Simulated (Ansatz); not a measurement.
Data:

In₂Se₃:
```xyz
5
Lattice="3.9741 0.0000 0.0000 -1.9870 3.4416 0.0000 0.0000 0.0000 9.8698" Properties=species:S:1:pos:R:3 pbc="T T T"
In     0.0000     2.2944     1.8682
In     1.9870     1.1472     8.0016
Se     0.0000     0.0000     0.0000
Se     0.0000     2.2944     6.6776
Se     1.9870     1.1472     3.1922
```

This is the r²SCAN-relaxed structure.

Question: All from r²SCAN (plane waves, PAW; program Ansatz), unless another level is named. Give the formation energy from the elements (no fitted shifts).

Answer: -0.65 eV/atom.

Question: Next, the band gap?

Answer: 0.51 eV (indirect).

Question: Predict the valence-band maximum.

Answer: on the K–Γ line, 54 % of the way from K.

Question: And the weight of the conduction-edge state by species (Voronoi cells)?

Answer: Se 52 %, In 48 %.

Space group P-3m1 (La2O3 or Ni2Al3 type). The cell is a constructed one: a structure type filled with these elements; neither database checked (COD, Materials Project) lists it. COD files the formula under space group No. 160, 166, 169, 170, so this cell is another polymorph or a model. Whether it is the stable phase at ambient conditions was not checked. The cell was relaxed with r²SCAN under the symmetry of its start; its stability against distortions is not shown here. The references are the lowest solids computed at this level, not always the standard phases. Spin–orbit coupling is left out wherever it is not named.

Potentials: the earlier of the program's two PAW sets.
